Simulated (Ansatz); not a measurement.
GeRh₂:
```
CELL_PARAMETERS angstrom
      5.49600     0.00000     0.00000
      0.00000     4.00613     0.00000
      0.00000     0.00000     7.57850
ATOMIC_POSITIONS crystal
  Ge 0.78516 0.75000 0.10503
  Ge 0.21484 0.25000 0.89497
  Ge 0.71484 0.25000 0.60503
  Ge 0.28516 0.75000 0.39497
  Rh 0.46955 0.75000 0.70338
  Rh 0.53045 0.25000 0.29662
  Rh 0.03045 0.25000 0.20338
  Rh 0.96955 0.75000 0.79662
  Rh 0.33861 0.75000 0.06947
  Rh 0.66139 0.25000 0.93053
  Rh 0.16139 0.25000 0.56947
  Rh 0.83861 0.75000 0.43053
```

Relaxed with r²SCAN. Special points in fractions of this cell's reciprocal vectors: Γ (0.000, 0.000, 0.000); X (0.500, 0.000, 0.000); S (0.500, 0.500, 0.000); Y (0.000, 0.500, 0.000); Z (0.000, 0.000, 0.500); U (0.500, 0.000, 0.500); R (0.500, 0.500, 0.500); T (0.000, 0.500, 0.500).

Problem. List the band energies nearest the Fermi level at these points for r²SCAN in the plane-wave PAW code Ansatz.

Solution. In eV from the Fermi level; about four levels below and three above (degenerate sets whole), none deeper than 8.9 eV; points with the same levels are listed once.

```json
[
 {"k": "Γ", "below": "-0.85 -0.57 -0.39 -0.02", "above": "0.14 0.15 0.74"},
 {"k": "X", "below": "-0.43 -0.43 -0.20 -0.20", "above": "0.22 0.22 2.15 2.15"},
 {"k": "S", "below": "-0.82 -0.82 -0.82 -0.82", "above": "0.34 0.34 0.34 0.34"},
 {"k": "Y", "below": "-1.06 -1.06 -0.73 -0.73", "above": "0.00 0.00 0.13 0.13"},
 {"k": "Z", "below": "-0.01 -0.01 -0.01 -0.01", "above": "0.92 0.92 2.08 2.08"},
 {"k": "U", "below": "-0.76 -0.76 -0.43 -0.43", "above": "0.14 0.14 0.59 0.59"},
 {"k": "R", "below": "-0.91 -0.91 -0.91 -0.91", "above": "0.52 0.52 0.52 0.52"},
 {"k": "T", "below": "-1.10 -1.10 -0.49 -0.49", "above": "0.14 0.14 0.96 0.96"}
]
```

Space group Pnma. The workflow started from a Materials Project entry (that database holds measured and hypothetical structures alike); the Crystallography Open Database files this formula in space group No. 62, but the cells were not matched. Its standing as an ambient phase is unchecked. Symmetry was held in the r²SCAN relaxation; its stability against distortions is not shown here. No spin polarisation was allowed. Spin–orbit coupling is left out wherever it is not named.

Potentials: the later of the program's two PAW sets.
